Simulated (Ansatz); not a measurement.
**BiAu2 (Fd-3m): electronic heat capacity and spin susceptibility from the density of states**

Theory: DFT r2SCAN, scalar-relativistic, plane waves, PAW in Ansatz.

Plane waves to 500 eV, a k mesh through Γ of 8×8×8 on the computed 6-atom cell and Gaussian smearing (0.10 eV); no spin polarisation.

Relaxed cell: Fd-3m, a = 8.026 Å, b = 8.026 Å, c = 8.026 Å, α = 90.00°, β = 90.00°, γ = 90.00°, 6 atoms in the primitive cell. Whether it is the stable form of this composition wasn't checked.

The density of states at the Fermi level is 1.110 states/eV in the cell of 6 atoms (2 formula units; both spins, tetrahedra on a 12×12×12 mesh).

**Question.** What Sommerfeld coefficient and Pauli susceptibility does this give?

**Answer.** Per formula unit N(E_F) = 0.555 states/eV. γ = (π²/3) k_B² N(E_F) N_A = 2.357 mJ/(mol K²) per state/eV, so γ = 1.3 mJ/(mol K²), a mole of formula units. χ_P = μ_B² N(E_F) N_A = 3.23×10⁻⁵ emu/mol per state/eV gives 1.8×10⁻⁵ emu/mol. This is the bare band result: a measured γ of the same phase is as a rule larger by a factor 1 + λ from phonons and spin fluctuations, the spin part of χ is larger by the Stoner factor, and a measured χ also holds orbital and core terms. N(E_F) at one energy is sensitive to the mesh where the density of states has sharp peaks.

Spin-orbit coupling is left out, which matters for the bands of heavy elements.

Cost: 1 run of about 1.9 core-minutes, on Intel Xeon 6975P-C (Granite Rapids) (shared hosts).